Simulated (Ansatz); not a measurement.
With the program Ansatz at the r²SCAN level (PAW), IrPt in the CsCl type structure (Pm-3m) relaxes to a = 3.111 Å. Its formation energy from the elements is 0.42 eV/atom, with no fitted shifts.

Electronic character: metallic (no gap). Gap from r²SCAN with spin–orbit coupling: none (metallic).

An equation-of-state fit gives a bulk modulus of 299 GPa. The relaxed-ion elastic constants in GPa are C11 = 85.8, C12 = 407, C44 = 211. Bader charges are Ir +0.12, Pt -0.12 e.

The start of the workflow was typed in or built on a structure type; neither database checked (COD, Materials Project) lists it. Whether it is the stable phase at ambient conditions was not checked. The cell was relaxed with r²SCAN under the symmetry of its start. At this level the phase is mechanically unstable. No spin polarisation was allowed. Its formation energy is positive at this level, so the cell may be metastable or incomplete. As this level gives no gap, shear constants depend on the k-mesh and smearing (Fermi–Dirac, 0.1 eV here). The references are the lowest solids computed at this level, not always the standard phases. Scalar-relativistic: spin–orbit coupling is off unless named, which matters more the heavier the elements.

Potentials: the earlier of the program's two PAW sets.
